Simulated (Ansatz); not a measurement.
## Structure types of Se compared at 72 GPa

Structure types of Se are relaxed in primitive cells with their symmetry kept at 72 GPa, first on PAW files, then by LAPW. The enthalpy is E + pV at zero temperature, without zero-point motion. Only the types listed were tried, and differences under about 5 meV/atom are mesh noise. Not among the end structures: fcc, which may lie lower.

All numbers are LDA results (scalar-relativistic) from Ansatz 0.2.0, with Fermi–Dirac smearing of 0.05 eV, no spin polarisation. Methods: LAPW: all electrons, basis error target 0.5 meV/atom; PAW: frozen-core files, cutoff 420 eV.

k meshes: bcc 17×17×17, hcp 16×16×9, omega 8×8×12, diamond 13×13×13, A7 13×13×13.

The PAW files were made under PBE.

```tsv
start type	ends as	a, b, c (Å)	V (Å³/atom)	H − H(lowest), LAPW (meV/atom)
bcc	bcc, Im-3m	2.977, 2.977, 2.977	13.20	0.0
hcp	hcp, P6_3/mmc	2.784, 2.784, 3.946	13.24	48.1
omega	omega, P6/mmm	4.330, 4.330, 2.473	13.38	?
diamond	diamond, Fd-3m	5.155, 5.155, 5.155	17.12	2709.1
A7	R-3m, R-3m	2.908, 2.908, 5.539	13.53	?
```

Task: Give the missing entry: row "omega", column "H − H(lowest), LAPW (meV/atom)".

Result: 105.0.

Task: Give the missing entry: row "A7", column "H − H(lowest), LAPW (meV/atom)".

Result: 93.9.

Task: Split the lead of bcc over hcp into energy and pV.

Result: For hcp less bcc: ΔE = +28.2 meV/atom, and p·ΔV = 72 GPa × +0.0443 Å³ × 6.242 meV/(GPa·Å³) = +19.9 meV/atom, together 48.1 meV/atom. bcc wins on both counts.
